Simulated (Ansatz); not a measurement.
Here is the system:

TiSi:
```cif
data_Si4Ti4
_chemical_formula_sum 'Ti4 Si4'
_space_group_name_H-M_alt 'Pnma'
_space_group_IT_number 62
_space_group_name_Hall '-P 2ac 2n'
_cell_length_a 6.50579
_cell_length_b 3.63390
_cell_length_c 4.99040
_cell_angle_alpha 90.000
_cell_angle_beta 90.000
_cell_angle_gamma 90.000
loop_
_atom_site_label
_atom_site_type_symbol
_atom_site_symmetry_multiplicity
_atom_site_Wyckoff_symbol
_atom_site_fract_x
_atom_site_fract_y
_atom_site_fract_z
_atom_site_occupancy
Ti1 Ti 4 c 0.17584 0.25000 0.12845 1
Si1 Si 4 c 0.04402 0.25000 0.64467 1
```

This is the r²SCAN-relaxed structure.

### Question
All from the program Ansatz at the r²SCAN level (PAW), unless another level is named. Predict the electronic character.

### Answer
metallic (no gap).

### Question
And the density of states at the Fermi level?

### Answer
0.21 states/eV per atom (mean over ±0.08 eV).

### Question
Next, the formation energy from the elements (no fitted shifts)?

### Answer
-0.79 eV/atom.

The workflow started from a Materials Project entry (that database holds measured and hypothetical structures alike); the Crystallography Open Database copy checked does not list it. COD files the formula under space group No. 25, so this cell is another polymorph or a model. Whether it is the stable phase at ambient conditions was not checked. The r²SCAN relaxation kept the symmetry of its start; its stability against distortions is not shown here. The run is not spin-polarised. The references are the lowest solids computed at this level, not always the standard phases.

Potentials: the earlier of the program's two PAW sets.
